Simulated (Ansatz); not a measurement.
BiBN2:
Space group P3m1 (No. 156); a = b = 3.011 Å, c = 6.102 Å, α = β = 90.00°, γ = 120.00°

```
atom  site  symmetry       x       y       z
----  ----  --------  ------  ------  ------
Bi      1b       3m.  0.3333  0.6667  0.0046
N       1b       3m.  0.3333  0.6667  0.4620
B       1c       3m.  0.6667  0.3333  0.5271
N       1c       3m.  0.6667  0.3333  0.7763
```

Relaxed at zero pressure with DFT-r²SCAN in the program Ansatz with PAW potentials.

### Question
The volume is lowered by 6 % and shape and atoms relax at that volume. What pressure results, and how do the axes share the change?

### Answer
8.1 GPa; a -1.5 %, b -1.5 %, c -3.0 %; the energy rises by 17 meV/atom.

### Question
Give the new structure.

### Answer

Space group P3m1 (No. 156); a = b = 2.9644 Å, c = 5.9180 Å, α = β = 90.00°, γ = 120.00°

```tsv
atom	site	symmetry	x	y	z
Bi	1b	3m.	0.3333	0.6667	0.0150
N	1b	3m.	0.3333	0.6667	0.4550
B	1c	3m.	0.6667	0.3333	0.5235
N	1c	3m.	0.6667	0.3333	0.7765
```

The phase is kept; no other phase was compared at this pressure.

The start of the workflow was typed in or built on a structure type; neither database checked (COD, Materials Project) lists it. Whether it is the stable phase at ambient conditions was not checked. Symmetry was held in the r²SCAN relaxation; its stability against distortions is not shown here. The volume moved by 16 % from the start of the relaxation. Its formation energy is positive at this level, so the cell may be metastable or incomplete. Scalar-relativistic: spin–orbit coupling is off unless named, which matters more the heavier the elements.

Potentials: the earlier of the program's two PAW sets.
